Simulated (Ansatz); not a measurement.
Generalised stacking fault of LiH (rock salt) on the {110} plane. The cell below holds the perfect crystal with the plane normal along z; tilting its third vector by the shift puts one fault into each cell, between planes 1.42 Å apart, at fixed cell height.

```yaml
crystal:
  lattice:
    - [2.83346, 0.00000, 0.00000]
    - [0.00000, 4.00712, 0.00000]
    - [1.41673, 2.00356, 4.25019]
  atoms:
    - { symbol: H, position: [0.00000, 0.00000, 0.83333] }
    - { symbol: H, position: [0.33333, 0.33333, 0.16667] }
    - { symbol: H, position: [0.66667, 0.66667, 0.50000] }
    - { symbol: Li, position: [0.00000, 0.50000, 0.83333] }
    - { symbol: Li, position: [0.33333, 0.83333, 0.16667] }
    - { symbol: Li, position: [0.66667, 0.16667, 0.50000] }
```

In-plane vectors a = (2.833, 0.000) Å, b = (0.000, 4.007) Å, area 11.35 Å². The shift is s times the vector a (length 2.833 Å), so s = 1 restores the start. The shift is rigid: no atom relaxes. γ = [E(shift) − E(0)] / area.

These are PBE (plane waves to 420 eV, PAW, scalar-relativistic; Ansatz, a program for electronic structure) values and carry that method's errors. k mesh 10×10×10 (Γ-centred), Fermi-Dirac smearing 0.05 eV. E is the zero-smearing estimate. Faults lie only 4.3 Å apart, and holding the cell height and the atoms raises γ above its relaxed value. LiH was relaxed with its symmetry unable to fall. γ is measured from zero shift.

```
s      γ (mJ/m²)
-----  ---------
0.000          0
0.083         62
0.167   withheld
0.250        563
0.333        943
0.417       1270
0.500       1401
0.583       1270
0.667        943
0.750        563
0.833   withheld
0.917         62
```

### Question
Fit a Fourier form (three harmonics of 1 − cos and sin) to the given rows and predict γ at s = 0.167.

### Answer
Least squares on the 10 given rows: γ = (697.4)·[1 − cos(2πs)] + (-68.7)·[1 − cos(4πs)], in mJ/m²; root-mean-square residual 3.0 mJ/m². At 0.167 the fit gives 246 mJ/m²; the calculation gives 252 mJ/m², so the interpolation is off by -6 (-2.4 %). 

(The slope of γ gives the shear force per area between the displaced halves; near zero shift its curvature is an elastic stiffness.)
